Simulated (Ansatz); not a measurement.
Geometry optimisation in Ansatz: input, command and trajectory.

```yaml
crystal:
  lattice:
    - [5.180017502, -2.980831221, 0.0]
    - [5.180017502, 2.980831221, 0.0]
    - [0.0, 0.0, 5.3927053668]
  atoms:
    - { symbol: Al, position: [0.3410037454, 0.6589962546, 0.9890983067] }
    - { symbol: Al, position: [0.6589962546, 0.3410037454, 0.4890983067] }
    - { symbol: In, position: [0.9881787417, 0.3355431509, 0.9867266625] }
    - { symbol: In, position: [0.6644568491, 0.0118212583, 0.9867266625] }
    - { symbol: In, position: [0.0118212583, 0.6644568491, 0.4867266625] }
    - { symbol: In, position: [0.3355431509, 0.9881787417, 0.4867266625] }
    - { symbol: "N", position: [0.9695567266, 0.3328478541, 0.3857459575] }
    - { symbol: "N", position: [0.6671521459, 0.0304432734, 0.3857459575] }
    - { symbol: "N", position: [0.0304432734, 0.6671521459, 0.8857459575] }
    - { symbol: "N", position: [0.3328478541, 0.9695567266, 0.8857459575] }
    - { symbol: "N", position: [0.3681129852, 0.6318870148, 0.3379564533] }
    - { symbol: "N", position: [0.6318870148, 0.3681129852, 0.8379564533] }
basis:
  ecutwfc: 500
kpoints:
  mp_grid: { grid: [6, 6, 6] }
hamiltonian:
  xc: r2scan
scf:
  occupations: { method: gaussian, width: 0.02 }
output:
  forces: true
  stress: true
  eigenvalues: true
relax:
  adjacent_minimum: "off"
  f_tol: 0.008
  max_steps: 40
  cell: { stress_tol: 0.015, fix: [a, b, gamma] }
```

```bash
ansatz run input.yaml --threads 2 --pin off --max-ram 5120MiB --backend cpu --events-out ev --progress --plain --runs-dir out
```

Method: DFT r2SCAN, scalar-relativistic, plane waves, PAW in Ansatz 0.2.0.

Of 6 frames 5 are shown, positions in Å and forces in eV/Å; the SCF threshold varies from step to step. Steps run on the plane waves of an earlier cell, with a Pulay correction in the pressure. The basis is chosen afresh for the last frame, the zero of the energies, and at times for earlier ones too; energy and pressure step there, also at an unchanged geometry.

```xyz
12
Lattice="5.1800 -2.9808 0.0000 5.1800 2.9808 0.0000 0.0000 0.0000 5.3927" Properties=species:S:1:pos:R:3:forces:R:3 pbc="T T T" step=1 free_energy_over_end_meV_per_atom=1.71 pressure_GPa=-3.18
Al    5.1800    0.9479    5.3339    0.0000    0.0093   -0.2284
Al    5.1800   -0.9479    2.6376    0.0000   -0.0093   -0.2284
In    6.8569   -1.9454    5.3211    0.0029   -0.0041   -0.2637
In    3.5031   -1.9454    5.3211   -0.0029   -0.0041   -0.2637
In    3.5031    1.9454    2.6248   -0.0029    0.0041   -0.2637
In    6.8569    1.9454    2.6248    0.0029    0.0041   -0.2637
N     6.7465   -1.8979    2.0802   -0.0250    0.0128    0.2320
N     3.6136   -1.8979    2.0802    0.0250    0.0128    0.2320
N     3.6136    1.8979    4.7766    0.0250   -0.0128    0.2320
N     6.7465    1.8979    4.7766   -0.0250   -0.0128    0.2320
N     5.1800    0.7863    1.8225    0.0000   -0.0134    0.2916
N     5.1800   -0.7863    4.5189    0.0000    0.0134    0.2916
12
Lattice="5.1800 -2.9808 0.0000 5.1800 2.9808 0.0000 0.0000 0.0000 5.3866" Properties=species:S:1:pos:R:3:forces:R:3 pbc="T T T" step=2 free_energy_over_end_meV_per_atom=0.48 pressure_GPa=-3.12
Al    5.1800    0.9475    5.3329    0.0000   -0.0055   -0.2059
Al    5.1800   -0.9475    2.6396    0.0000    0.0055   -0.2059
In    6.8586   -1.9481    5.3022   -0.0066    0.0017   -0.1049
In    3.5014   -1.9481    5.3022    0.0066    0.0017   -0.1049
In    3.5014    1.9481    2.6089    0.0066   -0.0017   -0.1049
In    6.8586    1.9481    2.6089   -0.0066   -0.0017   -0.1049
N     6.7451   -1.8958    2.0823   -0.0151    0.0099    0.1293
N     3.6149   -1.8958    2.0823    0.0151    0.0099    0.1293
N     3.6149    1.8958    4.7756    0.0151   -0.0099    0.1293
N     6.7451    1.8958    4.7756   -0.0151   -0.0099    0.1293
N     5.1800    0.7874    1.8323    0.0000   -0.0199    0.1571
N     5.1800   -0.7874    4.5256    0.0000    0.0199    0.1571
12
Lattice="5.1800 -2.9808 0.0000 5.1800 2.9808 0.0000 0.0000 0.0000 5.3846" Properties=species:S:1:pos:R:3:forces:R:3 pbc="T T T" step=3 free_energy_over_end_meV_per_atom=0.02 pressure_GPa=-3.16
Al    5.1800    0.9462    5.3231    0.0000    0.0072   -0.0377
Al    5.1800   -0.9462    2.6308    0.0000   -0.0072   -0.0377
In    6.8570   -1.9483    5.2937    0.0099    0.0010    0.0040
In    3.5030   -1.9483    5.2937   -0.0099    0.0010    0.0040
In    3.5030    1.9483    2.6014   -0.0099   -0.0010    0.0040
In    6.8570    1.9483    2.6014    0.0099   -0.0010    0.0040
N     6.7459   -1.8953    2.0909   -0.0107    0.0049   -0.0156
N     3.6141   -1.8953    2.0909    0.0107    0.0049   -0.0156
N     3.6141    1.8953    4.7832    0.0107   -0.0049   -0.0156
N     6.7459    1.8953    4.7832   -0.0107   -0.0049   -0.0156
N     5.1800    0.7880    1.8337    0.0000   -0.0207    0.0613
N     5.1800   -0.7880    4.5260    0.0000    0.0207    0.0613
12
Lattice="5.1800 -2.9808 0.0000 5.1800 2.9808 0.0000 0.0000 0.0000 5.3805" Properties=species:S:1:pos:R:3:forces:R:3 pbc="T T T" step=4 free_energy_over_end_meV_per_atom=0.00 pressure_GPa=-3.05
Al    5.1800    0.9474    5.3191    0.0000   -0.0090    0.0065
Al    5.1800   -0.9474    2.6289    0.0000    0.0090    0.0065
In    6.8590   -1.9481    5.2883   -0.0135    0.0022    0.0012
In    3.5010   -1.9481    5.2883    0.0135    0.0022    0.0012
In    3.5010    1.9481    2.5981    0.0135   -0.0022    0.0012
In    6.8590    1.9481    2.5981   -0.0135   -0.0022    0.0012
N     6.7448   -1.8956    2.0881    0.0042   -0.0021    0.0034
N     3.6153   -1.8956    2.0881   -0.0042   -0.0021    0.0034
N     3.6153    1.8956    4.7783   -0.0042    0.0021    0.0034
N     6.7448    1.8956    4.7783    0.0042    0.0021    0.0034
N     5.1800    0.7870    1.8375    0.0000    0.0100   -0.0158
N     5.1800   -0.7870    4.5277    0.0000   -0.0100   -0.0158
12
Lattice="5.1800 -2.9808 0.0000 5.1800 2.9808 0.0000 0.0000 0.0000 5.3826" Properties=species:S:1:pos:R:3:forces:R:3 pbc="T T T" step=6 free_energy_over_end_meV_per_atom=0.00 pressure_GPa=-3.11
Al    5.1800    0.9468    5.3208    0.0000    0.0002   -0.0001
Al    5.1800   -0.9468    2.6296    0.0000   -0.0002   -0.0001
In    6.8581   -1.9481    5.2910    0.0000   -0.0005    0.0002
In    3.5020   -1.9481    5.2910    0.0000   -0.0005    0.0002
In    3.5020    1.9481    2.5998    0.0000    0.0005    0.0002
In    6.8581    1.9481    2.5998    0.0000    0.0005    0.0002
N     6.7452   -1.8955    2.0890   -0.0007    0.0007    0.0002
N     3.6149   -1.8955    2.0890    0.0007    0.0007    0.0002
N     3.6149    1.8955    4.7803    0.0007   -0.0007    0.0002
N     6.7452    1.8955    4.7803   -0.0007   -0.0007    0.0002
N     5.1800    0.7875    1.8367    0.0000   -0.0011   -0.0008
N     5.1800   -0.7875    4.5280    0.0000    0.0011   -0.0008
```

The run took 3.6 min on 2 threads of Intel(R) Xeon(R) Platinum 8259CL CPU @ 2.50GHz (Skylake/Cascade Lake), on a shared host, peak memory 1.1 GiB.